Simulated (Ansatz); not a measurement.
WO₃:
```
WO3
1.0
    7.34658     0.00000     0.00000
   -3.67329     6.36232     0.00000
    0.00000     0.00000     3.77654
W O
3 9
Direct
  0.50000   0.50000   0.00000
  0.00000   0.50000   0.00000
  0.50000   0.00000   0.00000
  0.21475   0.42950   0.00000
  0.78525   0.57050   0.00000
  0.78525   0.21475   0.00000
  0.21475   0.78525   0.00000
  0.57050   0.78525   0.00000
  0.42950   0.21475   0.00000
  0.00000   0.50000   0.50000
  0.50000   0.00000   0.50000
  0.50000   0.50000   0.50000
```

x, y and z are the axes in which the lattice vectors are written.

Give the high-frequency dielectric tensor and the Born effective charge tensors of the independent atoms from DFPT, the program Ansatz at the LDA level (PAW).


ε∞:
```
7.32  0.00  0.00
0.00  7.32  0.00
0.00  0.00  8.43
```
Z* of atom 1 (W), rows: field, columns: displacement, in e:
```
13.21  -2.76   0.00
-2.76  10.02   0.00
 0.00   0.00  13.17
```
Z* of atom 4 (O), rows: field, columns: displacement, in e:
```
-8.65   0.00   0.00
 0.00  -1.31   0.00
 0.00   0.00  -1.77
```
Z* of atom 10 (O), rows: field, columns: displacement, in e:
```
-1.86  -0.35   0.00
-0.35  -1.45   0.00
 0.00   0.00  -9.63
```

Space group P6/mmm. The first step of the workflow began from a Materials Project structure, measured or hypothetical; the Crystallography Open Database files this formula in space group No. 191, but the cells were not matched. Its standing as an ambient phase is unchecked. The cell was relaxed with LDA under the symmetry of its start. At this level the phase is dynamically unstable (imaginary phonons). No spin polarisation was allowed. No Hubbard U is applied. Spin–orbit coupling is left out wherever it is not named.

Potentials: the later of the program's two PAW sets.
